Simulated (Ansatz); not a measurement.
The cell below belongs to a search over invented structures; it isn't taken from experiment.

Input and command of a plane-wave DFT calculation in Ansatz:

```yaml
crystal:
  lattice:
    - [4.38893834, 0.0, 0.0]
    - [0.0, 4.38893834, 0.0]
    - [0.0, 0.0, 4.38893834]
  atoms:
    - { symbol: Ni, position: [0.25, 0.0, 0.5], spin: 1.03 }
    - { symbol: Ni, position: [0.5, 0.75, 0.0], spin: 1.03 }
    - { symbol: Ni, position: [0.75, 0.0, 0.5], spin: 1.03 }
    - { symbol: Ni, position: [0.5, 0.25, 0.0], spin: 1.03 }
    - { symbol: Ni, position: [0.0, 0.5, 0.75], spin: 1.03 }
    - { symbol: Ni, position: [0.0, 0.5, 0.25], spin: 1.03 }
    - { symbol: O, position: [0.0, 0.0, 0.0], spin: 0.29 }
    - { symbol: O, position: [0.5, 0.5, 0.5], spin: 0.29 }
basis:
  ecutwfc: 420
kpoints:
  mp_grid: { grid: [8, 8, 8] }
hamiltonian:
  xc: pbe
scf:
  occupations: { method: gaussian, width: 0.1 }
output:
  forces: true
  stress: true
  eigenvalues: true
  populations: true
  write_density: true
  write_potential: true
  elf: true
  volumetric_format: npy
magnetization:
  spin_polarized: true
relax:
  adjacent_minimum: "off"
  f_tol: 0.01
  max_steps: 80
  cell: { stress_tol: 0.05 }
```

```bash
ansatz run input.yaml --threads 1 --pin off --max-ram 2560MiB --backend cpu --events-out ev --progress --plain --runs-dir out
```

Processor: Intel(R) Xeon(R) Processor @ 2.50GHz (Skylake/Cascade Lake), 1 thread, on a host shared with other jobs.

**Question.** How long does it run, and how much memory does it take?

**Answer.** About 7.5 min, peak memory 0.68 GiB. It solves 77 bands at 35 k points (after reduction by symmetry) with about 1743 plane waves (on the last cell), in 55 SCF iterations over 6 ionic steps.
